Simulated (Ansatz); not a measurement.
**Nb₄CoP, a database entry at a rescaled volume**

```
CELL_PARAMETERS angstrom
6.06503 0.00000 0.00000
0.00000 6.06503 0.00000
0.00000 0.00000 4.95275
ATOMIC_POSITIONS crystal
P 0.50000 0.50000 0.25000
P 0.50000 0.50000 0.75000
Co 0.00000 0.00000 0.25000
Co 0.00000 0.00000 0.75000
Nb 0.16200 0.66200 0.00000
Nb 0.33800 0.16200 0.00000
Nb 0.83800 0.33800 0.00000
Nb 0.66200 0.83800 0.00000
Nb 0.16200 0.33800 0.50000
Nb 0.33800 0.83800 0.50000
Nb 0.83800 0.66200 0.50000
Nb 0.66200 0.16200 0.50000
```

Method: r2SCAN, no spin polarisation; PAW, plane waves to 500 eV, 6×6×7 Γ-centred mesh, fermi-dirac occupations (width 0.1 eV) (Ansatz 0.2.0), atoms fixed.

**Question.** Where is the largest force?

**Answer.** The largest is on Nb8 (and as large on other atoms): 0.49 eV/Å, components (0.35, 0.34, 0.00). It makes 146° with the line to a nearest neighbour, P1 at 2.59 Å, pointing away from it.

**Question.** Which element gives electrons and which takes them?

**Answer.** Bader charges in e: Nb +0.66, Co -1.22, P -1.41. In the mean Nb gives up most and P takes most.

**Question.** What does the stress say?

**Answer.** The pressure is 5.7 GPa (compression positive), so with the atoms held at these fractions the cell would first expand. The principal stresses 5.3, 5.3, 6.4 GPa differ, so its shape would change too.

**Question.** Metal or insulator?

**Answer.** It is a metal, with about 9.7 states/eV a cell as the mean within 0.25 eV of the Fermi level, mostly Nb d (71 %) and Co d (17 %).

**Question.** Is it stable against the elements?

**Answer.** -0.45 eV an atom against the elements' usual phases (free molecules for gases, crystals otherwise, with no correction for O₂ or N₂), so it is bound against them; other compounds may still compete. Relaxing would lower it.

Origin: a database entry at a rescaled volume. Caveats: no spin polarisation, so a magnetic state may lie lower.
